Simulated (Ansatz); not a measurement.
## InPd2, first-principles data

InPd₂:
Space group Pnma (No. 62); a = 5.6266 Å, b = 4.1795 Å, c = 8.2492 Å, α = 90.00°, β = 90.00°, γ = 90.00°

| atom | site | symmetry | x | y | z |
|---|---|---|---|---|---|
| In | 4c | .m. | 0.1732 | 0.7500 | 0.4005 |
| Pd | 4c | .m. | 0.4266 | 0.2500 | 0.2319 |
| Pd | 4c | .m. | 0.1540 | 0.7500 | 0.0730 |

Space group Pnma (No. 62); conventional cell a = 5.6266 Å, b = 4.1795 Å, c = 8.2492 Å, α = β = γ = 90.00°.

Method: PBEsol (plane waves, PAW; program Ansatz). Structure relaxed to zero pressure with the same functional. Other levels are named where they apply.

### Cell and energy

- Volume per atom: 16.17 Å³
- Density: 11.22 g/cm³
- Formation energy from the elements (no fitted shifts): -0.53 eV/atom

### Electronic structure

* **Electronic character**: metallic (no gap)
* **Density of states at the Fermi level**: 0.45 states/eV per atom (mean over ±0.08 eV)
* **Gap with spin–orbit coupling**: none (metallic)

### Mechanics

- Bulk modulus (Birch–Murnaghan fit) = 156 GPa
- Pressure derivative B′ = 5.4

### Phonons

* **Highest zone-centre frequency**: 203 cm⁻¹
* **Zone-centre stability**: no imaginary mode at Γ

The first step of the workflow began from a Materials Project structure, measured or hypothetical; the Crystallography Open Database copy checked does not list it. Whether it is the stable phase at ambient conditions was not checked. The PBEsol relaxation kept the symmetry of its start. No spin polarisation was allowed. As this level gives no gap, phonon frequencies hold no LO–TO term and depend on the k-mesh and smearing (Fermi–Dirac, 0.1 eV here). Axis ratios of metals converge slowly with the k-mesh, so a and c are less sure than the volume. The references are the lowest solids computed at this level, not always the standard phases. Spin–orbit coupling is left out wherever it is not named.

Potentials: the later of the program's two PAW sets.
